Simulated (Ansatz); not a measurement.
The relaxed structure here is a generated cell of SnS2: the first start was made by placing the elements on the sites of a structure type, and the end was not matched to a known phase here, so it may be hypothetical. Known forms of SnS2 include space group No. 164.

A structure of SnS2 relaxed with PBEsol (plane waves to 420 eV, PAW, scalar-relativistic; Ansatz, a program for electronic structure); single points at other levels follow on the same geometry (Ansatz, PAW; PBEsol+SOC at 420 eV on a 6×6×9 k-mesh; spin-orbit coupling only where +SOC is written). Space group Pnnm (No. 58).

```cif
data_S4Sn2
_chemical_formula_sum 'Sn2 S4'
_space_group_name_H-M_alt 'P 1'
_space_group_IT_number 1
_cell_length_a 5.80343
_cell_length_b 6.18781
_cell_length_c 3.73973
_cell_angle_alpha 90.000
_cell_angle_beta 90.000
_cell_angle_gamma 90.000
loop_
_space_group_symop_operation_xyz
  'x, y, z'
loop_
_atom_site_label
_atom_site_type_symbol
_atom_site_fract_x
_atom_site_fract_y
_atom_site_fract_z
_atom_site_occupancy
Sn1 Sn 0.50000 0.50000 0.00000 1
Sn2 Sn 0.00000 0.00000 0.50000 1
S1 S 0.25047 0.14185 0.00000 1
S2 S 0.24953 0.64185 0.50000 1
S3 S 0.75047 0.35815 0.50000 1
S4 S 0.74953 0.85815 0.00000 1
```

```tsv
level	gap (eV)	kind	conduction minimum
PBEsol	0.35	direct	Γ
PBEsol+SOC	0.35	direct	Γ
```

The shift from spin-orbit coupling is approximate. No spin polarisation in the result.

It was reached from a disturbed copy of a P4₂/mnm (No. 136) cell (rutile type), against which it lies -0.03 eV/atom.
